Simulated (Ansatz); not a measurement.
The calculation used DFT PBE, scalar-relativistic, plane waves, PAW (Ansatz). Settings: cutoff 420 eV, Γ-centred meshes spaced at most about 0.3 Å⁻¹, and about 0.25 Å⁻¹ or finer for metals (2π included), Gaussian smearing. No spin polarisation in the final relaxations.

Temperature and zero-point effects are left out. All come from trial cells, and lower structures may exist.

Problem. Order these relaxed structures of Si2B2C by energy, lowest first, with the energy over the lowest of them.
1.

```
CELL_PARAMETERS angstrom
4.31790 0.00000 0.00000
0.00000 4.31790 0.00000
0.00000 0.00000 2.86090
ATOMIC_POSITIONS crystal
Si 0.50000 0.00000 0.50000
Si 0.00000 0.50000 0.50000
B 0.00000 0.00000 0.00000
B 0.50000 0.50000 0.50000
C 0.00000 0.00000 0.50000
```

2.

```
CELL_PARAMETERS angstrom
3.19952 0.00000 0.00000
-1.59976 2.77087 0.00000
0.00000 0.00000 6.70996
ATOMIC_POSITIONS crystal
Si 0.00000 0.00000 0.50000
Si 0.00000 0.00000 0.00000
B 0.66667 0.33333 0.37399
B 0.66667 0.33333 0.62601
C 0.33333 0.66667 0.00000
```

3.

```
CELL_PARAMETERS angstrom
2.91915 0.00000 0.00000
-1.45958 2.52806 0.00000
0.00000 0.00000 6.55502
ATOMIC_POSITIONS crystal
Si 0.33333 0.66667 0.18405
Si 0.33333 0.66667 0.81595
B 0.66667 0.33333 0.50000
B 0.00000 0.00000 0.00000
C 0.33333 0.66667 0.50000
```

4.

```
CELL_PARAMETERS angstrom
2.94769 0.00000 0.00000
-1.47384 2.55277 0.00000
0.00000 0.00000 11.59984
ATOMIC_POSITIONS crystal
Si 0.66667 0.33333 0.64738
Si 0.66667 0.33333 0.85262
Si 0.33333 0.66667 0.35262
Si 0.33333 0.66667 0.14738
B 0.66667 0.33333 0.47607
B 0.66667 0.33333 0.02393
B 0.33333 0.66667 0.97607
B 0.33333 0.66667 0.52393
C 0.00000 0.00000 0.75000
C 0.00000 0.00000 0.25000
```

Solution. 4 (0 meV/atom), 3 (40 meV/atom), 1 (350 meV/atom), 2 (435 meV/atom). Forms: 4 P6_3/mmc; 3 P-6m2; 1 P4/mmm; 2 P-6m2. Counting B or Si atoms around C (for each partner element, those within 1.25 times its shortest distance or 1.15 times the sum of covalent radii, where it is the nearest in units of that sum or under 1.3; a plus sign parts groups by distance over the sum of covalent radii): cell 4 has C 6; cell 3 has C 5; cell 1 has C 2+4; cell 2 has C 3. Cell 4 holds Si–Si pairs (shortest 2.38 Å) and B–B nets (shortest 1.79 Å); cell 3 holds Si–Si pairs (shortest 2.41 Å); cell 2 holds B–B pairs (shortest 1.69 Å) (bonds between like non-metal atoms; other contacts aren't counted). Even the lowest lies +0.47 eV/atom against the elements.

No dispersion correction is applied, so the spacing and binding between layers, chains or molecules are poorly described (P-6m2 at 11.9 Å³/atom), and this can change margins and order among such cells. Cells relaxed within their symmetry can be saddle points. Some structure types and database cells were kept out of the candidates from the start, so a known form may be missing.
